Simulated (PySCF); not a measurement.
PySCF single point, B3LYP/def2-SVP, density fitting, C-PCM implicit chloroform (electrostatics alone), on germanium monoxide, GeO (SMILES [O]=[Ge]), charge 0, multiplicity 1.

```python
from pyscf import gto, scf, dft
mol = gto.M(atom='''
Ge     0.787500    -0.018100     0.009400
O     -0.787500     0.018100    -0.009400
''', basis='def2-SVP', charge=0, spin=0, verbose=3)
mf = dft.RKS(mol, xc='B3LYP')
mf = mf.density_fit()
mf = mf.PCM()
mf.with_solvent.method = 'C-PCM'
mf.with_solvent.eps = 4.8069
mf.max_cycle = 100
e = mf.kernel()
print('converged', mf.converged)
print('E_total', e)
print('nao', mol.nao)
print('HOMO', mf.mo_energy[mf.mo_occ > 0].max())
mf.dip_moment()
```

It prints:

```

WARN: PCM is an experimental feature. It is still in testing.
Features and APIs may be changed in the future.

converged SCF energy = -2151.95478857986
converged True
E_total -2151.9547885798606
nao 46
HOMO -0.3002712695787566
Dipole moment(X, Y, Z, Debye):  3.38250, -0.07771,  0.04036
```

The total energy is -58557.67 eV, -0.17 eV from the same level's vacuum run.
